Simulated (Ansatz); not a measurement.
Trial structure of BaTa₂Cu, not yet relaxed:

```cif
data_structure
_symmetry_space_group_name_H-M 'P-6m2'
_symmetry_Int_Tables_number 187
_cell_length_a 3.5012
_cell_length_b 3.5012
_cell_length_c 10.5505
_cell_angle_alpha 90.000
_cell_angle_beta 90.000
_cell_angle_gamma 120.000
_cell_volume 112.01
loop_
_atom_site_label
_atom_site_type_symbol
_atom_site_symmetry_multiplicity
_atom_site_Wyckoff_symbol
_atom_site_fract_x
_atom_site_fract_y
_atom_site_fract_z
_atom_site_occupancy
Ba1 Ba 1 a 0.00000 0.00000 0.00000 1
Ta1 Ta 2 i 0.66667 0.33333 0.70071 1
Cu1 Cu 1 b 0.00000 0.00000 0.50000 1
```

All numbers below come from Ansatz, DFT PBE, scalar-relativistic, plane waves, PAW. Cutoff 420 eV; k points 6×6×2 on the computed 4-atom cell (Γ-centred); Gaussian smearing, width 0.10 eV; no spin polarisation.

Energies over the elements count from the elements' standard structures at the same level, with no fitted energy shifts.

Problem. Estimate its pressure, forces and energy as it stands.

Solution. The pressure is -14.7 GPa (the mean over three directions, positive in compression), the largest force is 0.82 eV/Å, and the energy is +1.42 eV/atom against the elements. The shortest distance is 2.93 Å.

Problem. Is it a good guess?

Solution. A rough one: relaxing gains about 0.49 eV/atom (the start's value is from the coarse mesh, so the gain is rough) in 15 ionic steps and ends at +0.93 eV/atom on the finer mesh. The symmetry stays P-6m2 (No. 187). The volume per atom shrinks by 25.1 %, from 28.0 to 21.0 Å³. The shortest distance goes from 2.93 Å (Ta–Cu) to 2.76 Å (Ta–Cu). The ratio c/a of the conventional cell changes by a factor of 1.15. Conventional cell: a = 3.031 Å, c = 10.544 Å. Around Ba lie 6 Ba at 3.03 Å and 6 Ta at 3.60 Å; Ta has 3 Cu at 2.76 Å, 6 Ta at 3.03 Å and 3 Ba at 3.60 Å; around Cu lie 6 Ta at 2.76 Å and 6 Cu at 3.03 Å.

The last run used an 18×18×6 mesh (in the run's order of axes) for its 4-atom cell and Gaussian smearing of 0.10 eV. Spin–orbit coupling, which can matter for Ta, is left out. The cell is a metal run without spin; a magnetic state may lie lower. The relaxation can't lower the symmetry of the start, and the grade says only how near the guess is to its own end. A structure relaxed within its symmetry needn't be a true minimum.
